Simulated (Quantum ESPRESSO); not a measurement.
# Band energies of K2MgH4

```xyz
7
Lattice="-2.0045 2.0045 6.7765 2.0045 -2.0045 6.7765 2.0045 2.0045 -6.7765" Properties=species:S:1:pos:R:3 pbc="T T T"
H      2.0045     0.0000     0.0000
H      0.0000     2.0045     0.0000
H      0.0000     0.0000    11.5464
H      0.0000     0.0000     2.0065
Mg     0.0000     0.0000     0.0000
K      0.0000     0.0000     8.7270
K      0.0000     0.0000     4.8259
```

PBEsol (pw.x of Quantum ESPRESSO, ONCV potentials, without SOC); path ΓXYSΓZS1NPY1Z,XP; energies in eV from the valence-band maximum.

| k (1/Å) | point | band 12 | band 13 | band 14 | band 15 | band 16 | band 17 | band 18 | band 19 |
|---|---|---|---|---|---|---|---|---|---|
| 0.00 | Γ | -12.34 | -4.72 | -1.63 | -0.70 | 0.00 | 5.16 | 5.52 | 5.67 |
| 0.18 |  | -12.33 | -4.59 | -1.55 | -0.65 | -0.19 | 4.51 | 5.46 | 6.06 |
| 0.55 |  | -12.33 | -3.72 | -1.15 | -1.07 | -0.54 | 3.33 | 5.18 | 5.30 |
| 0.74 |  | -12.34 | -3.09 | -1.45 | -1.10 | -0.78 | 3.35 | 5.08 | 5.37 |
| 1.11 | X | -12.37 | -1.80 | -1.78 | -1.78 | -1.20 | 4.08 | 4.93 | 4.99 |
| 1.11 | Y | -12.37 | -2.07 | -1.76 | -1.53 | -1.20 | 4.18 | 4.92 | 4.93 |
| 1.58 |  | -12.36 | -3.04 | -2.03 | -1.14 | -0.27 | 3.94 | 4.60 | 5.76 |
| 1.82 | S | -12.33 | -3.18 | -2.11 | -1.13 | -0.05 | 3.68 | 4.78 | 5.86 |
| 2.25 |  | -12.33 | -4.10 | -1.24 | -0.99 | -0.41 | 4.44 | 4.45 | 5.81 |
| 2.46 |  | -12.33 | -4.55 | -1.52 | -0.63 | -0.26 | 4.60 | 5.31 | 5.72 |
| 2.68 | Γ | -12.34 | -4.72 | -1.63 | -0.70 | 0.00 | 5.16 | 5.52 | 5.67 |
| 2.91 |  | -12.33 | -4.61 | -2.00 | -0.46 | -0.01 | 5.08 | 5.68 | 5.68 |
| 3.14 | Z | -12.32 | -4.49 | -2.30 | -0.31 | -0.02 | 5.09 | 5.68 | 5.68 |
| 3.50 |  | -12.32 | -4.09 | -1.89 | -0.79 | -0.14 | 4.76 | 5.49 | 5.93 |
| 3.68 |  | -12.32 | -3.64 | -1.49 | -1.49 | -0.05 | 4.17 | 5.04 | 5.79 |
| 3.85 | S1 | -12.33 | -3.18 | -2.11 | -1.13 | -0.05 | 3.68 | 4.78 | 5.86 |
| 3.85 | N | -12.33 | -3.13 | -2.18 | -1.02 | -0.10 | 3.74 | 4.46 | 6.00 |
| 4.01 |  | -12.34 | -3.07 | -2.15 | -1.04 | -0.18 | 3.81 | 4.49 | 5.55 |
| 4.32 |  | -12.37 | -2.61 | -1.92 | -1.14 | -0.83 | 4.11 | 4.55 | 5.33 |
| 4.48 |  | -12.37 | -2.24 | -1.82 | -1.30 | -1.19 | 4.28 | 4.51 | 5.10 |
| 4.64 | P | -12.37 | -1.80 | -1.78 | -1.78 | -1.20 | 4.41 | 4.48 | 5.00 |
| 4.64 | Y1 | -12.37 | -2.07 | -1.76 | -1.53 | -1.20 | 4.18 | 4.92 | 4.93 |
| 4.75 |  | -12.38 | -2.43 | -1.67 | -1.25 | -1.21 | 4.50 | 4.75 | 4.95 |
| 4.97 |  | -12.39 | -3.20 | -1.36 | -1.33 | -0.73 | 4.53 | 4.82 | 5.24 |
| 5.09 |  | -12.39 | -3.56 | -1.52 | -1.09 | -0.52 | 4.60 | 4.84 | 5.38 |
| 5.31 |  | -12.35 | -4.13 | -1.94 | -0.53 | -0.31 | 4.91 | 5.15 | 5.72 |
| 5.42 |  | -12.34 | -4.33 | -2.13 | -0.30 | -0.27 | 5.01 | 5.40 | 5.84 |
| 5.65 | Z | -12.32 | -4.49 | -2.30 | -0.31 | -0.02 | 5.09 | 5.68 | 5.68 |
| 5.65 | X | -12.37 | -1.80 | -1.78 | -1.78 | -1.20 | 4.08 | 4.93 | 4.99 |
| 5.88 | P | -12.37 | -1.80 | -1.78 | -1.78 | -1.20 | 4.41 | 4.48 | 5.00 |

The PBEsol gap is 3.28 eV; at least one edge lies off the plotted path, at a point of the SCF mesh. The smallest direct gap is 3.70 eV. Another valence extremum on the path lies within 0.02 eV, too close to call.

Geometry of the Materials Project entry, not relaxed at this level.
